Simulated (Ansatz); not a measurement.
Li6MgBr8:
Space group Fm-3m (No. 225); a = b = c = 10.9797 Å, α = β = γ = 90.00°

```
atom  site  symmetry       x       y       z
----  ----  --------  ------  ------  ------
Li     24d      m.mm  0.0000  0.2500  0.2500
Mg      4a      m-3m  0.0000  0.0000  0.0000
Br      8c      -43m  0.2500  0.2500  0.2500
Br     24e      4m.m  0.0000  0.0000  0.2433
```
(The calculation used a cell of 15 atoms; values per cell refer to that cell.)

Relaxed with r²SCAN. r²SCAN (plane waves, PAW; program Ansatz) gives a gap of 5.57 eV.

Problem. What gap does HSE06 give on the same cell (Ansatz, PAW)?

Solution. 5.96 eV, 0.39 eV more. The hybrid was solved on a coarser mesh and at special points; the gap given is the minimum over both.

```csv
k,v1 r²SCAN,c1 r²SCAN,v1 HSE06,c1 HSE06
Γ,0.00,5.57,0.00,5.96
X,-0.26,7.07,(withheld),(withheld)
L,-0.12,6.82,(withheld),(withheld)
W,-0.33,7.27,(withheld),(withheld)
K,-0.11,7.17,(withheld),(withheld)
```

Problem. Top valence (v1) and lowest conduction level (c1) in eV from each method's valence maximum (which need not be a listed point): supply the withheld HSE06 values.

Solution. 
- L, v1 HSE06: -0.13
- L, c1 HSE06: 7.24
- K, v1 HSE06: -0.11
- K, c1 HSE06: 7.65
- W, v1 HSE06: -0.34
- W, c1 HSE06: 7.76
- X, v1 HSE06: -0.27
- X, c1 HSE06: 7.55

Cost on shared cores: the r²SCAN run (SCF on a 5×5×5 mesh, then bands and DOS) about 4 core-minutes (a rough figure), the HSE06 run (SCF on 3×3×3, then a few points) about 8 core-minutes (a rough figure); the tasks are unlike.

The workflow started from a Materials Project entry (that database holds measured and hypothetical structures alike); the Crystallography Open Database copy checked does not list it. Its standing as an ambient phase is unchecked. Symmetry was held in the r²SCAN relaxation; whether a distortion lowers the energy is not shown. Spin–orbit coupling is left out wherever it is not named.

Potentials: the later of the program's two PAW sets.
